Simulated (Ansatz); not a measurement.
Nb3Au2 (I4/mmm): electronic heat capacity and spin susceptibility from the density of states

Computed with Ansatz, DFT r2SCAN, scalar-relativistic, plane waves, PAW.

Settings: cutoff 500 eV, Γ-centred mesh 14×14×14 on the computed 5-atom cell, Gaussian smearing of 0.10 eV; no spin polarisation.

Relaxed cell: I4/mmm, a = 3.403 Å, b = 3.403 Å, c = 15.276 Å, α = 90.00°, β = 90.00°, γ = 90.00°, 5 atoms in the primitive cell. Whether it is the stable form of this composition wasn't checked.

The density of states at the Fermi level is 3.445 states/eV in the cell of 5 atoms (1 formula unit; both spins, tetrahedra on a 21×21×21 mesh).

Question: What Sommerfeld coefficient and Pauli susceptibility does this give?

Answer: Per formula unit N(E_F) = 3.445 states/eV. γ = (π²/3) k_B² N(E_F) N_A = 2.357 mJ/(mol K²) per state/eV, so γ = 8.1 mJ/(mol K²), a mole of formula units. χ_P = μ_B² N(E_F) N_A = 3.23×10⁻⁵ emu/mol per state/eV gives 11.1×10⁻⁵ emu/mol. This is the bare band result: a measured γ of the same phase is as a rule larger by a factor 1 + λ from phonons and spin fluctuations, the spin part of χ is larger by the Stoner factor, and a measured χ also holds orbital and core terms. N(E_F) at one energy is sensitive to the mesh where the density of states has sharp peaks.

Spin-orbit coupling is left out, which matters for the bands of heavy elements.